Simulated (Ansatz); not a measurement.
VGe3:
```
VGe3
1.0
    5.06977     0.00000     0.00000
    0.00000     5.06977     0.00000
    0.00000     0.00000     5.06977
Ge V
6 2
Direct
  0.25000   0.00000   0.50000
  0.50000   0.75000   0.00000
  0.75000   0.00000   0.50000
  0.50000   0.25000   0.00000
  0.00000   0.50000   0.75000
  0.00000   0.50000   0.25000
  0.00000   0.00000   0.00000
  0.50000   0.50000   0.50000
```
Starting moments (μB, in the order of the atoms Ge Ge Ge Ge Ge Ge V V): -0.1 -0.1 -0.1 -0.1 -0.1 -0.1 2.1 2.1.

Relaxed with r²SCAN.

**Question.** Map the valence electron density (e/Å³), cut off at 2 on the plane through (0.250, 0.000, 0.500) spanned by u = [1, 0, 0] and v = [0, 1, 0] in lattice vectors, from r²SCAN (plane waves, PAW; program Ansatz).

**Answer.** x is the fraction of u, y of v (the angle between them is 90°; rows are the nearest grid lines); atoms in the plane: Ge at (0.00, 0.00), Ge at (0.50, 0.00), V at (0.25, 0.50).
```
y \ x   0.000  0.0800  0.200  0.280  0.360  0.440  0.560  0.640  0.720  0.800  0.920   1.00
------  -----  ------  -----  -----  -----  -----  -----  -----  -----  -----  -----  -----
1.00     2.00    2.00  0.460  0.411   1.14   2.00   2.00   1.14  0.411  0.460   2.00   2.00
0.920    2.00    2.00  0.394  0.358  0.717   2.00   2.00  0.689  0.327  0.363   2.00   2.00
0.840   0.704   0.527  0.280  0.265  0.373  0.592  0.551  0.300  0.189  0.204  0.475  0.704
0.760   0.257   0.260  0.221  0.216  0.241  0.264  0.222  0.161  0.124  0.130  0.207  0.257
0.680   0.172   0.208  0.432  0.471  0.293  0.194  0.163  0.158  0.157  0.157  0.162  0.172
0.600   0.185   0.350   2.00   2.00   1.46  0.260  0.192  0.234  0.272  0.265  0.201  0.185
0.520   0.214   0.641   2.00   2.00   2.00  0.383  0.231  0.305  0.372  0.360  0.246  0.214
0.480   0.214   0.641   2.00   2.00   2.00  0.383  0.231  0.305  0.372  0.360  0.246  0.214
0.400   0.185   0.350   2.00   2.00   1.46  0.260  0.192  0.234  0.272  0.265  0.201  0.185
0.320   0.172   0.208  0.432  0.471  0.293  0.194  0.163  0.158  0.157  0.157  0.162  0.172
0.240   0.257   0.260  0.221  0.216  0.241  0.264  0.222  0.161  0.124  0.130  0.207  0.257
0.160   0.704   0.527  0.280  0.265  0.373  0.592  0.551  0.300  0.189  0.204  0.475  0.704
0.0800   2.00    2.00  0.394  0.358  0.717   2.00   2.00  0.689  0.327  0.363   2.00   2.00
0.000    2.00    2.00  0.460  0.411   1.14   2.00   2.00   1.14  0.411  0.460   2.00   2.00
```

The density is the valence pseudo-density with augmentation charge, so density and ELF within about 1 Å of a nucleus are not all-electron values.

Space group Pm-3n (A15 (Cr3Si type)). The workflow started from an entry of the Crystallography Open Database (COD). Its standing as an ambient phase is unchecked. The r²SCAN relaxation kept the symmetry of its start; whether a distortion lowers the energy is not shown. Spin order of the final state: ferromagnetic, chosen from 5 collinear starts compared on coarse meshes (ties went to the first, and starts can fall back to one state), not a proven ground state. The volume moved by 20 % from the start of the relaxation. Its formation energy is positive at this level, so the cell may be metastable or incomplete. Other orbital occupations within this spin state were not tried.

Potentials: the later of the program's two PAW sets.
